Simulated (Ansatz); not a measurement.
# Computed properties of InGa3As4 (ordering on zincblende)

All numbers come from the plane-wave code Ansatz. The calculation is non-magnetic, and the structure need not be a phase that has been made.

The cell is InGa3As4 as one 8-atom ordering (R3m) on the zincblende lattice; cell and atoms were relaxed with r2SCAN. The symmetry is R3m (No. 160, trigonal); conventional cell a = 4.085 Å, c = 40.136 Å, 24.17 Å³ an atom. Around Ga lie 4 As at 2.44–2.49 Å; around Ga lie 4 As at 2.46–2.49 Å; around In lie 4 As at 2.57–2.64 Å; around As lie 4 Ga at 2.46–2.49 Å; around As lie 3 Ga at 2.49 Å and 1 In at 2.64 Å; around As lie 1 Ga at 2.44 Å and 3 In at 2.57 Å.

```cif
data_structure
_symmetry_space_group_name_H-M 'R3m:H'
_symmetry_Int_Tables_number 160
_cell_length_a 4.0852
_cell_length_b 4.0852
_cell_length_c 40.1356
_cell_angle_alpha 90.000
_cell_angle_beta 90.000
_cell_angle_gamma 120.000
_cell_volume 580.08
loop_
_atom_site_label
_atom_site_type_symbol
_atom_site_symmetry_multiplicity
_atom_site_Wyckoff_symbol
_atom_site_fract_x
_atom_site_fract_y
_atom_site_fract_z
_atom_site_occupancy
Ga1 Ga 3 a 0.00000 0.00000 0.00247 1
Ga2 Ga 3 a 0.66667 0.33333 0.08328 1
Ga3 Ga 3 a 0.33333 0.66667 0.16417 1
In1 In 3 a 0.00000 0.00000 0.24957 1
As1 As 3 a 0.66667 0.33333 0.02206 1
As2 As 3 a 0.33333 0.66667 0.10296 1
As3 As 3 a 0.00000 0.00000 0.18385 1
As4 As 3 a 0.66667 0.33333 0.27497 1
```

Relaxed lattice by functional, symmetry kept:
```
functional  k mesh  a (Å)   c (Å)  volume (Å³/atom)
       PBE   6×6×6  4.143  40.645             25.17
    r2SCAN   6×6×6  4.085  40.136             24.17
```

Band edges at fixed r2SCAN geometry:

| level | k mesh | gap (eV) | kind | edges | least direct gap (eV) |
| --- | --- | --- | --- | --- | --- |
| PBE | 8×8×8 | 0 | – | – | – |
| PBE+SOC | 8×8×8 | 0.01 | indirect | Γ–T (0.25) → Γ | 0.11 |
| r2SCAN | 8×8×8 | 0.38 | direct | Γ | 0.38 |
| HSE06 | 4×4×4 | 0.77 | direct | Γ | 0.77 |

All runs use a smearing of 0.02 eV.
Wave cutoffs: 420 eV, 500 eV (r2SCAN). Gaps under 0.1 eV (PBE+SOC) can't be told from a closed one: the bands may be in normal order or already inverted, which a gap's size doesn't show.

HSE06 gives a direct gap of 0.77 eV at Γ. The PBE+SOC gap is indirect, 0.01 eV (Γ–T (0.25 of the way from Γ) to Γ), below the direct gap of 0.11 eV at Γ. (This is within a few times the smearing of 0.02 eV, so the filling near the edges can be smeared.) With so small a gap spin-orbit coupling can invert the bands, which the size of the gap doesn't show: the edges may have crossed and parted again.

The levels disagree on the kind of gap: direct with r2SCAN, HSE06; indirect with PBE+SOC; zero gap with PBE.

Only the levels marked +SOC include spin-orbit coupling.
